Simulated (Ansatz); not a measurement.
HfN (rock salt)

```yaml
crystal:
  lattice:
    - [0.00000, 2.26274, 2.26274]
    - [2.26274, 0.00000, 2.26274]
    - [2.26274, 2.26274, 0.00000]
  atoms:
    - { symbol: N, position: [0.00000, 0.00000, 0.00000] }
    - { symbol: Hf, position: [0.50000, 0.50000, 0.50000] }
```

The slice is a {111} plane (indices of the conventional cell) through the point (0.500, 0.500, 0.500) (fractional), spanned by u = [100] and v = [-1 2 0] in vectors of this cell: u (3.20 Å) and v (5.54 Å, at 90° to u). It covers one period; positions are fractions (u, v).

Level of theory: r2SCAN (plane waves to 500 eV, PAW, scalar-relativistic; Ansatz, a quantum-chemistry and plane-wave program). k mesh 18×18×18. Near the nuclei the fields are pseudised (PAW); where an atom keeps semicore shells as valence, they peak there. HfN is run without spin polarisation. HfN was relaxed with its symmetry unable to fall. Spin-orbit coupling is left out, though Hf is heavy.

Q: Sketch the electrostatic potential energy of an electron, from the cell's mean on this plane as a map.

A: 
```
|xxxx +%+ xxx|
|xxxx:#@#:xxx|
|xxx +@@@+ xx|
|  :+%@@@%+: |
|**###***###*|
|@@%+:   :+%@|
|@@+ xxxxx +@|
|@#:xxxxxxx:#|
|%+ xxxxxxx +|
|#+ xxxxxxx +|
|%+ xxxxxxx +|
|@#:xxxxxxx:#|
|@@+ xxxxx +@|
|@@%+:   :+%@|
|**###***###*|
|  :+%@@@%+: |
|xxx +@@@+ xx|
|xxxx:#@#:xxx|
|xxxx +%+ xxx|
|xxxx +#+ xxx|
```
Scale: ten equal steps from 2.00 (start of ' ') to 10.55 (end of '@'), in the order ' .:-=+*#%@'. Values: electrostatic potential energy of an electron, from the cell's mean, in eV. The map has 12 points along u (one character each, u = 0 at the left) and 20 along v (v = 0 in the bottom row). Points within 1 Å of a nucleus are blanked (x), as the pseudised field means little there. Values under 2 eV are set to 2. The zero, the cell's mean, hangs on the PAW cores.
